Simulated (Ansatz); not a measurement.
CaPd3O4 (space group Pm-3n)

```cif
data_Ca2O8Pd6
_chemical_formula_sum 'Ca2 Pd6 O8'
_space_group_name_H-M_alt 'P 1'
_space_group_IT_number 1
_cell_length_a 5.72639
_cell_length_b 5.72639
_cell_length_c 5.72639
_cell_angle_alpha 90.000
_cell_angle_beta 90.000
_cell_angle_gamma 90.000
loop_
_space_group_symop_operation_xyz
  'x, y, z'
loop_
_atom_site_label
_atom_site_type_symbol
_atom_site_fract_x
_atom_site_fract_y
_atom_site_fract_z
_atom_site_occupancy
Ca1 Ca 0.50000 0.50000 0.50000 1
Ca2 Ca 0.00000 0.00000 0.00000 1
Pd1 Pd 0.00000 0.50000 0.25000 1
Pd2 Pd 0.00000 0.50000 0.75000 1
Pd3 Pd 0.25000 0.00000 0.50000 1
Pd4 Pd 0.75000 0.00000 0.50000 1
Pd5 Pd 0.50000 0.25000 0.00000 1
Pd6 Pd 0.50000 0.75000 0.00000 1
O1 O 0.25000 0.25000 0.25000 1
O2 O 0.75000 0.75000 0.75000 1
O3 O 0.25000 0.75000 0.75000 1
O4 O 0.75000 0.25000 0.25000 1
O5 O 0.75000 0.75000 0.25000 1
O6 O 0.25000 0.25000 0.75000 1
O7 O 0.75000 0.25000 0.75000 1
O8 O 0.25000 0.75000 0.25000 1
```

E(V) scan at fixed shape, V₀ the volume above. Symmetry pins the atoms to their sites.

Level of theory: PBEsol (plane waves to 420 eV, PAW, scalar-relativistic; Ansatz, a quantum-chemistry and plane-wave program). k mesh 7×7×7 (Γ-centred), Fermi-Dirac smearing 0.05 eV. The energy includes the smearing's −TS. Stress and pressure are positive under compression. At this level the bands of CaPd3O4 touch or barely overlap. CaPd3O4 is run without spin polarisation and with no Hubbard U. CaPd3O4 was relaxed with its symmetry unable to fall. ΔE is measured from the relaxed starting cell.

The scan covers V/V₀ from 0.840 to 1.160 in 9 points.

### Question
What is the fitted pressure derivative B₀′?

### Answer
4.8.

### Question
What bulk modulus B₀ follows from a third-order Birch-Murnaghan fit?

### Answer
186 GPa.

(A scan under strain: stresses follow from slopes of the energy per volume, elastic moduli from its curvatures.)
